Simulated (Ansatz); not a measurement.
## Bi2Te2Pb2S3: what a change does to the field gradients

Base: a COD entry (perhaps calculated rather than measured), its atoms then relaxed with PBE in this cell.

```xyz
18
Lattice="4.2605 0.0000 0.0000 -2.1303 3.6897 0.0000 0.0000 0.0000 33.8180" Properties=species:S:1:pos:R:3 pbc="T T T"
Bi    0.0000    2.4598    6.8628
Bi    2.1303    1.2299   26.9551
Bi    0.0000    2.4598   13.4619
Bi    2.1303    1.2299   20.3560
Te    0.0000    2.4598   25.1634
Te    2.1303    1.2299    8.6546
Te    0.0000    0.0000   11.6696
Te    0.0000    0.0000   22.1484
Pb    0.0000    2.4598   30.4011
Pb    2.1303    1.2299    3.4169
Pb    0.0000    0.0000    0.0000
Pb    0.0000    0.0000   16.9090
S     0.0000    0.0000   28.7055
S     0.0000    0.0000    5.1125
S     0.0000    2.4598    1.7058
S     2.1303    1.2299   32.1122
S     0.0000    2.4598   18.6081
S     2.1303    1.2299   15.2099
```

Sites (sets of like atoms) are named by element and the number of their first atom in this list.

Method: Kohn–Sham DFT in Ansatz, PBE, plane waves and PAW, scalar-relativistic, 420 eV cutoff, Γ-centred 8×8×1 k-points, Fermi–Dirac smearing 0.02 eV.

Gradients in 10²¹ V/m²:

```tsv
site	atoms	V_zz base	η base	V_zz variant	η variant
Bi1	1, 2	-0.73	0.00	-0.74	0.25
Bi3	3, 4	-0.78	0.00	-0.93	0.13
Te5	5, 6	0.95	0.00	0.95	0.00
Te7	7, 8	1.06	0.00	1.63	0.80
Pb9	9, 10	0.70	0.00	0.70	0.04
Pb11	11	0.62	0.00	0.62	0.00
Pb12	12	0.85	0.00	2.12	0.14
S13	13, 14	0.093	0.00	0.092	0.16
S17	17, 18	0.091	0.00	-1.10	0.89
S15	15, 16	-0.34	0.00	-0.34	0.01
```

(1) Which change was made?
A. x and y stretched by 1 %, ions relaxed
B. volume scaled by 1.03, ions relaxed
C. atom 12 (Pb) moved by 0.15 Å along (0.150, 0.000, 0.000) Å
D. volume scaled by 0.97, ions relaxed

## Answers

(1) C. The largest change of V_zz along a kept axis is on Te7, from 1.06 to 1.63. The whole tensor moves most on Pb12, by 2.00 along its most changed direction. Small gradients that grow severalfold: S17 (0.091 to -1.10). In per cent, |V_zz| changes by +1 to +18 on Bi, 0 to +53 on Te, 0 on Pb (all sites that start above 0.5, bar those whose gradient vanishes or changes sign or whose main axis turns by over 40°). Where |V_zz| stays above 0.1 and the axes keep their order, η moves most on Te7, from 0.00 to 0.80. On Pb12, S17 the largest principal value lies along another axis in the second run, so the two V_zz can't be compared directly.

Spin–orbit coupling is left out, which shifts gradients on Bi and Pb by a few per cent in wide-gap crystals, and can shift them far more where the calculated gap is small or absent, as here. With a gap of 0.4 eV on this mesh, small gradients can still move by 0.1 × 10²¹ V/m² or more as the k-mesh gets denser.
